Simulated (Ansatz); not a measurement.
**YGeO, first-principles data**

YGeO:
```cif
data_Ge2O2Y2
_chemical_formula_sum 'Y2 Ge2 O2'
_space_group_name_H-M_alt 'P4/nmm :1'
_space_group_IT_number 129
_space_group_name_Hall 'P 4ab 2ab -1ab'
_cell_length_a 3.45318
_cell_length_b 3.45318
_cell_length_c 8.03579
_cell_angle_alpha 90.000
_cell_angle_beta 90.000
_cell_angle_gamma 90.000
loop_
_space_group_symop_operation_xyz
  'x, y, z'
  '-y+1/2, x+1/2, z'
  '-x, -y, z'
  'y+1/2, -x+1/2, z'
  'x+1/2, -y+1/2, -z'
  '-y, -x, -z'
  '-x+1/2, y+1/2, -z'
  'y, x, -z'
  '-x+1/2, -y+1/2, -z'
  'y, -x, -z'
  'x+1/2, y+1/2, -z'
  '-y, x, -z'
  '-x, y, z'
  'y+1/2, x+1/2, z'
  'x, -y, z'
  '-y+1/2, -x+1/2, z'
loop_
_atom_site_label
_atom_site_type_symbol
_atom_site_symmetry_multiplicity
_atom_site_Wyckoff_symbol
_atom_site_fract_x
_atom_site_fract_y
_atom_site_fract_z
_atom_site_occupancy
Y1 Y 2 c 0.50000 0.00000 0.32998 1
Ge1 Ge 2 a 0.00000 0.00000 0.00000 1
O1 O 2 c 0.00000 0.50000 0.38991 1
```

Space group P4/nmm (No. 129); conventional cell a = 3.4532 Å, b = 3.4532 Å, c = 8.0358 Å, α = 90.00°, β = 90.00°, γ = 90.00°.

Method: the program Ansatz at the r²SCAN level (PAW). The cell and atoms are relaxed at this level. Other levels are named where they apply.

**Cell and energy**

```yaml
volume_per_atom: 15.97 Å³
density: 6.15 g/cm³
Formation energy from the elements (no fitted shifts): -2.14 eV/atom
```

**Electronic structure**

```yaml
electronic_character: metallic (no gap)
Density of states at the Fermi level: 0.30 states/eV per atom (mean over ±0.08 eV)
Gap with spin–orbit coupling: none (metallic)
```

**Mechanics**

```yaml
Bulk modulus (Birch–Murnaghan fit): 116 GPa
Pressure derivative B′: 4.8
```

**Charges**

```yaml
bader_charges: Y +2.00, Ge -0.52, O -1.48 e
```

The start of the workflow was typed in or built on a structure type; neither database checked (COD, Materials Project) lists it. Whether it is the stable phase at ambient conditions was not checked. The cell was relaxed with r²SCAN under the symmetry of its start; whether a distortion lowers the energy is not shown. No spin polarisation was allowed. The references are the lowest solids computed at this level, not always the standard phases (solids in place of the gases). Scalar-relativistic: spin–orbit coupling is off unless named, which matters more the heavier the elements.

Potentials: the earlier of the program's two PAW sets. The files were generated under PBE; for other functionals the program regenerates the frozen cores, and for LDA and PBEsol the local potential too.
